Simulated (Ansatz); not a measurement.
**How the vibrations of Sn₃O change with volume**

Level of theory: DFT PBEsol, scalar-relativistic, plane waves, PAW in Ansatz. Settings: 420 eV plane-wave cutoff, Γ-centred 6×6×6 mesh, Fermi-Dirac smearing of 0.15 eV. No spin polarisation. Phonons by linear response, acoustic sum rule imposed.

Relaxed structure:
```cif
data_structure
_symmetry_space_group_name_H-M 'P6_322'
_symmetry_Int_Tables_number 182
_cell_length_a 5.7747
_cell_length_b 5.7747
_cell_length_c 5.9979
_cell_angle_alpha 90.000
_cell_angle_beta 90.000
_cell_angle_gamma 120.000
_cell_volume 173.22
loop_
_atom_site_label
_atom_site_type_symbol
_atom_site_symmetry_multiplicity
_atom_site_Wyckoff_symbol
_atom_site_fract_x
_atom_site_fract_y
_atom_site_fract_z
_atom_site_occupancy
Sn1 Sn 6 g 0.32984 0.00000 0.00000 1
O1 O 2 c 0.33333 0.66667 0.25000 1
```

Its imaginary modes show that this cell, built by swapping an element in a database structure, isn't a minimum of the energy. In a metal, frequencies depend on the k mesh and the smearing, soft modes most. Spin–orbit coupling is left out, which matters for heavy elements. A semilocal functional can close a gap that the real compound has.

Cells at 0.98 and 1.02 times the equilibrium volume were relaxed in shape and atoms; γ = −d ln ν / d ln V, modes matched by rank.

(1) Give the optical frequencies at Γ (cm⁻¹) at the three volumes and the mode Grüneisen parameters.

(2) What pressures hold the two strained cells, and what bulk modulus follows?

Results:

(1)
| 0.98 V | V | 1.02 V | γ | degeneracy |
| --- | --- | --- | --- | --- |
| 126i | 136i | 145i | – | 1 |
| 114i | 125i | 134i | – | 2 |
| 25i | 34i | 43i | – | 2 |
| 42 | 36 | 30 | 8.84 | 2 |
| 47 | 44 | 43 | 2.31 | 2 |
| 72 | 67 | 63 | 3.48 | 2 |
| 79 | 76 | 74 | 1.80 | 1 |
| 83 | 79 | 75 | 2.27 | 1 |
| 84 | 79 | 76 | 2.62 | 1 |
| 85 | 81 | 77 | 2.40 | 2 |
| 114 | 108 | 102 | 2.90 | 1 |
| 136 | 128 | 122 | 2.68 | 2 |
| 157 | 152 | 148 | 1.44 | 1 |
| 169 | 163 | 160 | 1.39 | 1 |

i marks imaginary modes: the cell is unstable against these displacements at all three volumes, and γ isn't given for them.

(2) 1.32 GPa at 0.98 V and -1.16 GPa at 1.02 V, so B = −dP/d ln V ≈ 62 GPa.